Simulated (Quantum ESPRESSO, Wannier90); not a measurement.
## Ca₃BiN (anti-perovskite), plane waves to Wannier functions

```xyz
5
Lattice="4.9004 0.0000 0.0000 0.0000 4.9004 0.0000 0.0000 0.0000 4.9004" Properties=species:S:1:pos:R:3 pbc="T T T"
Ca     2.4502     0.0000     2.4502
Ca     0.0000     2.4502     2.4502
Ca     2.4502     2.4502     0.0000
Bi     0.0000     0.0000     0.0000
N      2.4502     2.4502     2.4502
```

Cell from Materials Project (mp-31149), symmetrised, no further relaxation. COD (Crystallography Open Database) has an entry of this formula and space group (matched by these alone). Method: LDA plane waves in Quantum ESPRESSO 7.5 (PseudoDojo norm-conserving files, 68 Ry, no spin polarisation, no spin-orbit coupling), Bloch states on a 4×4×4 mesh through Γ, Wannier90 4.0.1. Density: 6×6×6 mesh, Gaussian smearing 0.01 Ry. Spin-orbit coupling is left out although heavy elements are present.

Bands 18-25 form an isolated set from -12.11 to 0.00 eV relative to the valence-band maximum (on the path) and are turned into 8 Wannier functions by minimising the spread from the start: s functions at random places.

**Question.** Where do the functions sit, how wide are they and what are they made of?

**Answer.** 
| functions | spread (Å²) | nearest atom, distance (Å) | second atom, distance (Å) | weight on atomic waves |
|---|---|---|---|---|
| 2 | 3.26 | Bi 0.66 | Ca 2.96 | Bi 6p 61 %, Bi 6s 21 %, Ca 4s 9 % |
| 4 | 1.61 | N 0.42 | Ca 2.09 | N 2p 60 %, N 2s 22 %, Ca 4s 6 % |
| 1 | 3.23 | Bi 0.67 | Ca 2.94 | Bi 6p 60 %, Bi 6s 22 %, Ca 4s 9 % |
| 1 | 3.10 | Bi 0.69 | Ca 2.92 | Bi 6p 56 %, Bi 6s 26 %, Ca 4s 10 % |

Ω_I = 16.74 Å², Ω_total = 19.30 Å²; the interpolated bands follow pw.x to 29 meV rms on the path. It is the lowest total spread that any start reached here.
